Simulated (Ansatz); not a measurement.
A trial structure of CaPtSe₂ was built thus: Ca between sheets of the Te2Pt type, stage 1 (P6_3mc, No. 186) (host PtSe2; sites filled 1 of 1). A sheet's type names the database crystal that the layer was cut from. Lengths were set from tabulated atomic sizes, so they are only a guess.

```cif
data_structure
_symmetry_space_group_name_H-M 'P6_3mc'
_symmetry_Int_Tables_number 186
_cell_length_a 3.7533
_cell_length_b 3.7533
_cell_length_c 11.6447
_cell_angle_alpha 90.000
_cell_angle_beta 90.000
_cell_angle_gamma 120.000
_cell_volume 142.07
loop_
_atom_site_label
_atom_site_type_symbol
_atom_site_symmetry_multiplicity
_atom_site_Wyckoff_symbol
_atom_site_fract_x
_atom_site_fract_y
_atom_site_fract_z
_atom_site_occupancy
Ca1 Ca 2 b 0.66667 0.33333 0.36054 1
Pt1 Pt 2 b 0.66667 0.33333 0.11180 1
Se1 Se 2 a 0.00000 0.00000 0.00000 1
Se2 Se 2 b 0.33333 0.66667 0.22107 1
```

All numbers below come from DFT PBE, scalar-relativistic, plane waves, PAW in Ansatz 0.2.0. Cutoff 420 eV, Gaussian smearing, Γ-centred meshes. Cell and atoms relax first on a coarse mesh and then on a finer one. In between, the cell is made exact in the group found at 0.06 Å. In metals the finer mesh still leaves noise of several meV/atom or more. The steps can't lower the symmetry of their start. No spin polarisation in the relaxation; trial moments died out in a coarse test.

A guess keeps its type if space group and coordination stay and the shape of the cell changes little (axis ratios within about 15 %, angles within 6°); the volume may change.

Task: Will the relaxed cell still be of the starting type?

Result: It keeps its type. The symmetry stays P6_3mc (No. 186). The volume per atom grows by 26.8 %, from 17.8 to 22.5 Å³. The shortest distance goes from 2.51 Å (Pt–Se) to 2.63 Å (Pt–Se). The ratio c/a of the conventional cell changes by a factor of 0.94. Counting neighbours within 15 % of an atom's shortest distance, the start has Ca 7, Pt 6, Se 6 and the end Ca 7, Pt 6, Se 6.

The last run used a 12×12×4 mesh (in the run's order of axes) for its 8-atom cell and Gaussian smearing of 0.10 eV. These runs have no spin–orbit coupling, which can matter for Pt. Symmetry constrained the relaxation, so the result can be a saddle point.
